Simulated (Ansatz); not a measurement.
C (diamond, space group No. 227), a = 3.560 Å, b = 3.560 Å, c = 3.560 Å, α = 90.00°, β = 90.00°, γ = 90.00°; the cell used has 2 atoms.

Relaxed with r²SCAN. Independent-particle spectrum: no excitons, no local fields, no scissors shift; 0.1 eV broadening; ε₁ of the summed bands alone.

**Question.** Tabulate the dielectric function from DFT-r²SCAN in the program Ansatz with PAW potentials.

**Answer.** 

```tsv
E (eV)	ε₁ xx	ε₂ xx
0.0	5.56	0.00
0.3	5.57	0.00
0.6	5.58	0.00
0.9	5.59	0.00
1.2	5.62	0.00
1.5	5.65	0.00
1.8	5.69	0.00
2.1	5.74	0.00
2.4	5.80	0.00
2.7	5.87	0.00
3.0	5.95	0.00
3.3	6.04	0.00
3.6	6.15	0.00
3.9	6.28	0.00
4.2	6.43	0.00
4.5	6.61	0.00
4.8	6.83	0.00
5.1	7.10	0.00
5.4	7.46	0.00
5.7	8.05	0.00
6.0	9.04	0.88
6.3	8.80	1.75
6.6	8.63	2.20
6.9	8.49	2.52
7.2	8.40	2.78
7.5	8.37	3.03
7.8	8.39	3.26
8.1	8.42	3.49
8.4	8.50	3.74
8.7	8.62	4.03
9.0	8.78	4.33
9.3	8.97	4.67
9.6	9.20	5.11
9.9	9.54	5.58
10.2	9.94	6.20
10.5	10.51	6.98
10.8	11.30	8.05
11.1	12.60	9.74
11.4	15.23	13.13
11.7	13.17	31.22
12.0	-6.39	21.86
```

**Question.** From ε at 6.8 eV (xx: 8.52 + 2.42i), find n, k, the normal reflectivity and the absorption coefficient.

**Answer.** n = 2.95, k = 0.410, R = 25 %, α = 2kE/ħc = 280000 cm⁻¹.

With all bands, ε∞ without local fields is 5.71.

Space group Fd-3m (diamond). The cell was relaxed with r²SCAN under the symmetry of its start.

Potentials: the earlier of the program's two PAW sets.
